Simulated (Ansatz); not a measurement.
Zone-centre phonons of AgPt$_{3}$: input and output

These are results of Ansatz, DFT LDA, scalar-relativistic, plane waves, PAW, not measurements.

Launched with:
```bash
ansatz run input.yaml --threads 1 --pin off --max-ram 3072MiB --backend cpu --events-out ev --progress --plain --runs-dir out
```

Input (bare energies are in eV):
```yaml
crystal:
  lattice:
    - [3.9132205495, 0.0, 0.0]
    - [0.0, 3.9132205495, 0.0]
    - [0.0, 0.0, 3.9132205495]
  atoms:
    - { symbol: Ag, position: [0.0, 0.0, 0.0] }
    - { symbol: Pt, position: [0.0, 0.5, 0.5] }
    - { symbol: Pt, position: [0.5, 0.0, 0.5] }
    - { symbol: Pt, position: [0.5, 0.5, 0.0] }
basis:
  ecutwfc: 420
kpoints:
  mp_grid: { grid: [12, 12, 12] }
hamiltonian:
  xc: lda
scf:
  occupations: { method: fermi_dirac, width: 0.15 }
output:
  eigenvalues: true
phonons:
  method: dfpt
  eigenvectors: true
```

The end of the output:
```
--- Phonons (Γ-DFPT): 3 representative perturbations + reference, on 343 of 1728 k-points (Σ response iterations 20) ---
  k mesh reduced under 8 symmetry operations, with k and −k counted as one. Each operation leaves every solved displacement unchanged or reverses it
  ASR residual: 1.683e-4 → 0.000e0 eV/Å²; symmetrization residual: 2.283e-5 eV/Å²
  ASR residual per site (eV/Å²): 1.54e-4 1.68e-4 1.68e-4 1.68e-4
  Γ frequencies (cm⁻¹): 0.00 0.00 0.00 124.51 124.51 124.51 133.83 133.83 133.83 208.96 208.96 208.96
  non-analytic LO–TO correction: not included (Born effective charges unavailable; polar crystals: no LO–TO splitting at Γ)
```

Time: 12 min on 1 thread of Intel(R) Xeon(R) Platinum 8259CL CPU @ 2.50GHz (Skylake/Cascade Lake) (shared host), peak memory 2.1 GiB.

In a metal, frequencies and elastic constants depend on the k mesh and the smearing, soft modes and shear constants most. Spin–orbit coupling is left out, which can shift energies with elements as heavy as these.